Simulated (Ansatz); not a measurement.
Data:

Sn$_{2}$GeTe$_{3}$:
```cif
data_GeSn2Te3
_chemical_formula_sum 'Sn2 Ge1 Te3'
_space_group_name_H-M_alt 'P-3m1'
_space_group_IT_number 164
_space_group_name_Hall '-P 3 2"'
_cell_length_a 4.40734
_cell_length_b 4.40734
_cell_length_c 10.81796
_cell_angle_alpha 90.000
_cell_angle_beta 90.000
_cell_angle_gamma 120.000
loop_
_atom_site_label
_atom_site_type_symbol
_atom_site_symmetry_multiplicity
_atom_site_Wyckoff_symbol
_atom_site_fract_x
_atom_site_fract_y
_atom_site_fract_z
_atom_site_occupancy
Sn1 Sn 2 d 0.66667 0.33333 0.17400 1
Ge1 Ge 1 b 0.00000 0.00000 0.50000 1
Te1 Te 2 d 0.33333 0.66667 0.34788 1
Te2 Te 1 a 0.00000 0.00000 0.00000 1
```

This is the r²SCAN-relaxed structure.

Task: All from the program Ansatz at the r²SCAN level (PAW), unless another level is named. Estimate the band gap.

Result: 0.21 eV (smallest direct gap 0.21 eV).

Task: Give the HSE06 gap on the r²SCAN cell.

Result: 0.34 eV.

Task: Predict the electron effective mass.

Result: 0.019, 0.94, 1.2 mₑ (principal values).

The first step of the workflow began from a Materials Project structure, measured or hypothetical; the Crystallography Open Database copy checked does not list it. With Sn and Ge taken as one species the cell has the higher symmetry Fm-3m, so it may be an ordered model of a mixed-site phase. Whether it is the stable phase at ambient conditions was not checked. Symmetry was held in the r²SCAN relaxation. At this level the phase is dynamically unstable (imaginary phonons). Spin–orbit coupling is left out wherever it is not named.

Potentials: the later of the program's two PAW sets.
